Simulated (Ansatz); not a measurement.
LaSi₂:
```yaml
crystal:
  lattice:
    - [-2.18629, 2.18629, 6.85644]
    - [2.18629, -2.18629, 6.85644]
    - [2.18629, 2.18629, -6.85644]
  atoms:
    - { symbol: La, position: [0.50000, 0.50000, 0.00000] }
    - { symbol: La, position: [0.25000, 0.75000, 0.50000] }
    - { symbol: Si, position: [0.83510, 0.33510, 0.50000] }
    - { symbol: Si, position: [0.08510, 0.08510, 0.00000] }
    - { symbol: Si, position: [0.91490, 0.91490, 0.00000] }
    - { symbol: Si, position: [0.66490, 0.16490, 0.50000] }
```

Relaxed with r²SCAN. Special points in fractions of this cell's reciprocal vectors: Γ (0.000, 0.000, 0.000); X (0.000, 0.000, 0.500); P (0.250, 0.250, 0.250); N (0.000, 0.500, 0.000); M (0.500, 0.500, -0.500); S (0.275, 0.725, -0.275); S0 (-0.275, 0.275, 0.275); R (-0.051, 0.051, 0.500); G (0.500, 0.500, -0.051).

Problem. List the band energies nearest the Fermi level at these points for the program Ansatz at the r²SCAN level (PAW).

Solution. In eV from the Fermi level; about four levels below and three above (degenerate sets whole), none deeper than 8.9 eV; points with the same levels are listed once.

```tsv
k	below	above
Γ	-2.68 -2.68 -1.14 -0.70	0.31 0.79 1.21 1.21
X	-3.03 -3.03 -2.13 -2.13	0.90 0.90 1.92 1.92
P	-3.04 -3.04 -2.10 -2.10	0.73 0.73 2.10 2.10
N	-1.66 -1.26 -1.15 -0.73	0.65 1.32 1.93
M	-2.76 -2.76 -2.49 -2.49	0.09 0.09 1.05 1.05
S	-2.53 -2.22 -1.68 -1.13	0.28 1.01 1.42
R	-3.01 -3.01 -2.17 -2.17	0.86 0.86 1.93 1.93
```

Space group I4_1/amd. The workflow started from a Materials Project entry (that database holds measured and hypothetical structures alike); the Crystallography Open Database files this formula in space group No. 141, but the cells were not matched. Its standing as an ambient phase is unchecked. The r²SCAN relaxation kept the symmetry of its start; whether a distortion lowers the energy is not shown. Scalar-relativistic: spin–orbit coupling is off unless named, which matters more the heavier the elements.

Potentials: the earlier of the program's two PAW sets.
